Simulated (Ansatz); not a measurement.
## Si₂S, a known structure type with other elements, at an estimated volume

```
CELL_PARAMETERS angstrom
1.74334 3.01955 0.00000
-1.74334 3.01955 0.00000
0.00000 0.00000 4.43019
ATOMIC_POSITIONS crystal
S 0.00000 0.00000 0.00000
Si 0.33330 0.33340 0.25000
Si 0.66670 0.66660 0.75000
```

The numbers come from plane-wave PAW DFT (Ansatz): r2SCAN, no spin polarisation, 500 eV, 11×11×8 Γ-centred k points, fermi-dirac occupations (width 0.1 eV). Nothing was relaxed.

- Stress: The pressure is 13.9 GPa (compression positive), so with the atoms held at these fractions the cell would first expand; the forces are large, so a full relaxation may end otherwise. The principal stresses 4.3, 18.8, 18.8 GPa differ, so its shape would change too.
- Formation energy: 1.00 eV an atom against the elements' usual phases (free molecules for gases, crystals otherwise, with no correction for O₂ or N₂), so at this geometry it isn't bound against them. Relaxing would lower it.
- Electronic structure: It is a metal, with about 1.7 states/eV a cell as the mean within 0.25 eV of the Fermi level, mostly Si p (63 %).
- Forces: The largest is on Si3 (and as large on other atoms): 3.12 eV/Å, components (0.00, 0.00, -3.12). It makes 119° with the line to a nearest neighbour, S1 at 2.30 Å.

Origin: a known structure type with other elements, at an estimated volume, so it need not be a known compound. Caveats: many states at the Fermi level without spin polarisation, so a magnetic state may lie lower; atoms or cell far from equilibrium.

It took 35 s on 1 thread of Arm Neoverse V2 (shared host), peak memory 0.46 GiB, starting from a saved density. The time holds forces, stress, Bader, DOS, bands, ELF.
